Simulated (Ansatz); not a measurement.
KS:
```xyz
12
Lattice="8.4564 0.0000 0.0000 -4.2282 7.3234 0.0000 0.0000 0.0000 5.7178" Properties=species:S:1:pos:R:3 pbc="T T T"
K     -2.7243     4.7186     2.8589
K      5.4485     0.0000     2.8589
K      1.5039     2.6049     2.8589
K     -1.3089     2.2671     0.0000
K      2.6178     0.0000     0.0000
K      2.9193     5.0563     0.0000
S      4.2282     2.4411     1.0682
S      4.2282     2.4411     4.6496
S      0.0000     4.8823     1.0682
S      0.0000     4.8823     4.6496
S      0.0000     0.0000     3.9202
S      0.0000     0.0000     1.7976
```

Relaxed with PBEsol.

Task: Map the valence electron density (e/Å³), cut off at 0.9 on the plane through (0.644, 0.000, 0.500) spanned by u = [1, 0, 0] and v = [0, 0, 1] in lattice vectors, from DFT-PBEsol in the program Ansatz with PAW potentials.

Result: x is the fraction of u, y of v (the angle between them is 90°; rows are the nearest grid lines); atoms in the plane: K at (0.00, 0.00), K at (0.67, 0.50), S at (0.36, 0.19), S at (0.36, 0.81).
```
y \ x   0.000  0.100  0.175  0.275  0.375  0.450  0.550  0.625  0.725  0.825  0.900   1.00
------  -----  -----  -----  -----  -----  -----  -----  -----  -----  -----  -----  -----
1.00    0.900  0.900  0.082  0.399  0.816  0.309  0.036  0.007  0.004  0.036  0.900  0.900
0.931   0.900  0.607  0.090  0.576  0.900  0.445  0.045  0.009  0.005  0.030  0.613  0.900
0.862   0.900  0.196  0.109  0.900  0.587  0.775  0.065  0.012  0.007  0.020  0.189  0.900
0.759   0.058  0.033  0.103  0.900  0.770  0.808  0.077  0.037  0.027  0.018  0.027  0.058
0.690   0.013  0.017  0.068  0.512  0.821  0.410  0.085  0.209  0.152  0.022  0.016  0.013
0.621   0.007  0.010  0.035  0.168  0.264  0.145  0.172  0.900  0.900  0.036  0.012  0.007
0.552   0.005  0.007  0.018  0.053  0.071  0.052  0.391  0.900  0.900  0.059  0.010  0.005
0.448   0.005  0.007  0.018  0.053  0.071  0.052  0.391  0.900  0.900  0.059  0.010  0.005
0.379   0.007  0.010  0.035  0.168  0.264  0.145  0.172  0.900  0.900  0.036  0.012  0.007
0.310   0.013  0.017  0.068  0.512  0.821  0.410  0.085  0.209  0.152  0.022  0.016  0.013
0.241   0.058  0.033  0.103  0.900  0.770  0.808  0.077  0.037  0.027  0.018  0.027  0.058
0.138   0.900  0.196  0.109  0.900  0.587  0.775  0.065  0.012  0.007  0.020  0.189  0.900
0.0690  0.900  0.607  0.090  0.576  0.900  0.445  0.045  0.009  0.005  0.030  0.613  0.900
0.000   0.900  0.900  0.082  0.399  0.816  0.309  0.036  0.007  0.004  0.036  0.900  0.900
```

The density is the valence pseudo-density with augmentation charge, so density and ELF within about 1 Å of a nucleus are not all-electron values.

Space group P-62m. The workflow started from a Materials Project entry (that database holds measured and hypothetical structures alike); the Crystallography Open Database copy checked does not list it. Whether it is the stable phase at ambient conditions was not checked. Symmetry was held in the PBEsol relaxation; its stability against distortions is not shown here.

Potentials: the later of the program's two PAW sets.
